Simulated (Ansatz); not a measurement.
BeTe (zinc blende), relaxed with HSE06 (Ansatz, a program for electronic structure, plane waves, PAW): a = 5.631 Å, b = 5.631 Å, c = 5.631 Å, α = 90.00°, β = 90.00°, γ = 90.00°.

- gap (eV) = 2.66
- B₀ by P(V) fit (GPa) = 60.8

**Question.** The same phase is relaxed and computed with r²SCAN in the same code. What are the cell and these values now?

**Answer.** a = b = c = 5.657 Å, α = β = γ = 90.00°.

* **gap (eV)**: 2.38
* **B₀ by P(V) fit (GPa)**: 59.3

All cells were relaxed under the symmetry of their starts (and spin orders); stability against distortions was not tested throughout. Scalar-relativistic: spin–orbit coupling is off unless named, which matters more the heavier the elements.

Potentials: the later of the program's two PAW sets.

Ansatz is a plane-wave DFT program.
